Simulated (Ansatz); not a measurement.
# Ca3Zn3Pd2: rattling a relaxed structure

The cell was found from a structure generator's guess, not taken from experiment.

Theory: Ansatz 0.2.0, DFT PBE, scalar-relativistic, plane waves, PAW. Settings: cutoff 420 eV, Γ-centred mesh 6×6×6 on the computed 8-atom cell, Gaussian smearing of 0.10 eV; no spin polarisation.

The cell below (8 atoms, space group R32 (No. 155)) is relaxed within its symmetry.

```cif
data_structure
_symmetry_space_group_name_H-M 'P 1'
_symmetry_Int_Tables_number 1
_cell_length_a 5.8613
_cell_length_b 5.8613
_cell_length_c 5.8613
_cell_angle_alpha 79.449
_cell_angle_beta 79.449
_cell_angle_gamma 79.449
_cell_volume 192.27
loop_
_atom_site_label
_atom_site_type_symbol
_atom_site_fract_x
_atom_site_fract_y
_atom_site_fract_z
_atom_site_occupancy
Ca1 Ca 0.32730 0.00000 0.67270 1
Ca2 Ca 0.67270 0.32730 0.00000 1
Ca3 Ca 0.00000 0.67270 0.32730 1
Zn1 Zn 0.17396 0.50000 0.82604 1
Zn2 Zn 0.82604 0.17396 0.50000 1
Zn3 Zn 0.50000 0.82604 0.17396 1
Pd1 Pd 0.83682 0.83682 0.83682 1
Pd2 Pd 0.16318 0.16318 0.16318 1
```

For the test it was strained at random (σ = 1.5 % a component), the atoms were moved at random (σ = 0.05 Å), and all was relaxed again on a coarse 6×6×6 mesh (in the run’s order of axes) with 0.20 eV smearing, with no symmetry imposed.

Question: Is the structure stable against such a distortion?

Answer: It returns, within 1 meV/atom of the unmoved cell on that mesh and with the same symmetry when read at 0.1 Å. No instability shows in this cell; modes of other wave vectors, which need another repeat, aren't tested.
